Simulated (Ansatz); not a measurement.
Here is the system:

ZnAu:
```yaml
crystal:
  lattice:
    - [3.09575, 0.00000, 0.00000]
    - [0.00000, 3.09575, 0.00000]
    - [0.00000, 0.00000, 3.09575]
  atoms:
    - { symbol: Zn, position: [0.50000, 0.50000, 0.50000] }
    - { symbol: Au, position: [0.00000, 0.00000, 0.00000] }
```

This is the LDA-relaxed structure.

All from the program Ansatz at the LDA level (PAW), unless another level is named. Estimate the density of states at the Fermi level.

0.24 states/eV per atom (mean over ±0.08 eV).

Predict the formation energy from the elements (no fitted shifts).

-0.22 eV/atom.

Space group Pm-3m (CsCl type). The cell was relaxed with LDA under the symmetry of its start; of distortions, only those at the zone centre were tested. The references are the lowest solids computed at this level, not always the standard phases. Spin–orbit coupling is left out wherever it is not named.

Potentials: the later of the program's two PAW sets.
